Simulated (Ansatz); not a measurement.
Y: energy along a strain

Y, Fm-3m, a = 4.970 Å (as given, not relaxed at this level: 3.3 GPa). This isn't the element's structure at ambient conditions. Ansatz: r2SCAN, PAW, 500 eV, Γ-centred 16×16×16 mesh on 1 atom, Gaussian smearing 0.15 eV; no spin polarisation. Cell vectors (Å): 0.000 2.485 2.485; 2.485 0.000 2.485; 2.485 2.485 0.000. The cell is strained by x per cent times the pattern (1 -1 0 0 0 0) in the order xx yy zz yz xz xy (engineering shears), with fractional coordinates held. y is the free energy over the start, V0 = 30.691 Å³/atom. Symmetry makes y even in x. Points with a strain past 8.5 % were computed too (2) and aren't used here.

| x (%) | y (meV/atom) |
| --- | --- |
| -5.00 | 10.01 |
| 0.00 | 0.00 |
| 1.25 | 0.62 |
| 2.50 | 2.49 |
| 3.75 | 5.63 |
| 6.25 | 15.61 |
| 7.50 | ? |

Problem. Fit y = c2 x² + c4 x⁴ to the other rows, get the stiffness along the pattern, and predict the missing energy.

Solution. Least squares on the rows shown. y = 0.40070 x² − 2.5622×10⁻⁵ x⁴. The clamped-ion stiffness p·C·p = 2 × 4.007 eV × 160.2 / 30.691 Å³ = 42 GPa (second derivative at the start, which stands under stress). At x = 7.50 the fit asked for gives 22.46 meV/atom. The run gave 22.47 meV/atom, so the fit is 0.01 meV/atom too low, within twice the rms miss on the fitted rows (0.008 meV/atom).